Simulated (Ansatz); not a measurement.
YZnSi in space group P-6m2 (No. 187; Y on 1a, Zn on 1d, Si on 1f), plane-wave PAW PBE (Ansatz code), all energies at zero smearing, with the estimated change up to a 700 eV cutoff added, with one set of potentials and settings (totals compare only within such a set). Cell of 3 atoms (1 Y, 1 Zn, 1 Si): -7805.468 eV.

```csv
element,reference phase,E (eV/atom)
Y,"P6_3/mmc, 2 atoms in the cell",-3848.6668
Zn,"C2/m, 3 atoms in the cell",-3319.0295
Si,"Fd-3m, 2 atoms in the cell",-635.8096
```

Formation energy per atom, worked out: (-7805.468 − 1×(-3848.6668) − 1×(-3319.0295) − 1×(-635.8096))/3 = -0.654 eV/atom (-63 kJ per mol of atoms), at 0 K, without zero-point energy or fitted corrections.

The first step of the workflow began from a Materials Project structure, measured or hypothetical; the Crystallography Open Database copy checked does not list it. With Zn and Si taken as one species the cell has the higher symmetry P6/mmm, so it may be an ordered model of a mixed-site phase. Its standing as an ambient phase is unchecked. The PBE relaxation kept the symmetry of its start; its stability against distortions is not shown here. No spin polarisation was allowed. The references are the lowest solids computed at this level, not always the standard phases.

Potentials: the later of the program's two PAW sets.
